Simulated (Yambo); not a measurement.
BSE-type run in Yambo on Na2CO3 (space group C2/m, No. 12), at zero momentum.

Quantum ESPRESSO step (PBEsol, PseudoDojo standard norm-conserving files, scalar-relativistic):
```
&CONTROL
  calculation = 'nscf'
  pseudo_dir = './pseudo'
  outdir = './out'
/
&SYSTEM
  ibrav = 0
  nat = 12
  ntyp = 3
  ecutwfc = 88.0
  ecutrho = 352.0
  occupations = 'fixed'
  force_symmorphic = .true.
  nbnd = 93
/
&ELECTRONS
  conv_thr = 1.2000000000000002e-08
  diago_full_acc = .true.
  diago_thr_init = 1e-08
/
ATOMIC_SPECIES
C 12.0110 C.upf
O 15.9990 O.upf
Na 22.9898 Na.upf
CELL_PARAMETERS angstrom
  4.392385000000  -2.632200000000   0.000000000000
  4.392385000000   2.632200000000   0.000000000000
 -1.352104000000   0.000000000000   5.765312000000
ATOMIC_POSITIONS crystal
C   0.335970000000   0.335970000000   0.750720000000
C   0.664030000000   0.664030000000   0.249280000000
O   0.211810000000   0.211810000000   0.832630000000
O   0.788190000000   0.788190000000   0.167370000000
O   0.389690000000   0.813390000000   0.291790000000
O   0.610310000000   0.186610000000   0.708210000000
O   0.186610000000   0.610310000000   0.708210000000
O   0.813390000000   0.389690000000   0.291790000000
Na   0.669070000000   0.669070000000   0.740790000000
Na   0.330930000000   0.330930000000   0.259210000000
Na   0.000000000000   0.000000000000   0.000000000000
Na   0.000000000000   0.000000000000   0.500000000000
K_POINTS automatic
4 4 4 0 0 0
```

Yambo input:
```
rim_cut
optics
bse
bss
dipoles
em1s
RandQpts= 1000000
RandGvec= 1 Ry
FFTGvecs= 40 Ry
Chimod= "HARTREE"
BSKmod= "SEX"
BSEmod= "resonant"
BSSmod= "hs"
BSENGexx= 15 Ry
BSENGBlk= 3 Ry
% KfnQP_E
 2.971 | 1.0 | 1.0 |
%
% BSEQptR
 1 | 1 |
%
% BSEBands
 26 | 49 |
%
% BEnRange
 0.0 | 14.7 | eV
%
% BDmRange
 0.15 | 0.15 | eV
%
BEnSteps= 294
% BLongDir
 1.0 | 0.0 | 0.0 |
%
BSHayTrs= -0.02
BSSNEig= 24
WRbsWF
% BndsRnXs
 5 | 89 |
%
NGsBlkXs= 3 Ry
% LongDrXs
 1.0 | 1.0 | 1.0 |
%
```

From the report:

The dimension is k points × valence × conduction bands = 64 × 15 × 9 = 8640.
```
   [SLEPC] Approach                          : Krylov-Schur
   [SLEPC] Number of requested eigenvalues   :  24
   [SLEPC] Number of eigenvalues        [NEV]:  24
    [K] Dimension                                    :   8640
    [K] Bands                                        :   26   49
    [K] Exchange res                                 : yes
    [K] Correlation res                              : yes
    [K] W interaction is bare                        : no
    [K] RL vectors exchange                          :   857
    [K] RL vectors correlation                       :   87
    [W] Matrix size                                  :   87
    [W] Bands                                        :    5   89
    [W] Coulomb Cutoff                               : none
    [W] Hxc Kernel                                   : HARTREE
```
Lowest eigenvalues (eV; in brackets the number of states within 2 meV): 4.30 (1), 4.31 (1), 5.85 (1), 5.88 (1), 5.92 (1), 5.93 (1). They depend on the mesh, which isn't converged, and on the G0W0 scissor.

Geometry of the Materials Project entry, not relaxed at this level.
